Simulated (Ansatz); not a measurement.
Given:

NaI:
```xyz
2
Lattice="0.0000 3.1296 3.1296 3.1296 0.0000 3.1296 3.1296 3.1296 0.0000" Properties=species:S:1:pos:R:3 pbc="T T T"
Na     0.0000     0.0000     0.0000
I      3.1296     3.1296     3.1296
```

This is the LDA-relaxed structure.

Question: All from LDA in the plane-wave PAW code Ansatz, unless another level is named. Predict the hole effective mass, band 2 of 3 at the edge.

Answer: 1.4 along [100], 1.4 along [110], 3.0 along [111] (mₑ).

Question: Give the electron effective mass.

Answer: 0.24 mₑ (isotropic).

Question: And the hole effective mass, band 3 of 3 at the edge?

Answer: 0.32 along [100], 0.27 along [110], 0.26 along [111] (mₑ).

Question: Next, the weight of the conduction-edge state by species (Voronoi cells)?

Answer: Na 60 %, I 40 %.

Space group Fm-3m (rock salt). The LDA relaxation kept the symmetry of its start; phonons on a q-mesh show no instability. Spin–orbit coupling is left out wherever it is not named.

Potentials: the later of the program's two PAW sets.

Edges and masses are those of Kohn–Sham bands, whose gap is no quasiparticle gap.
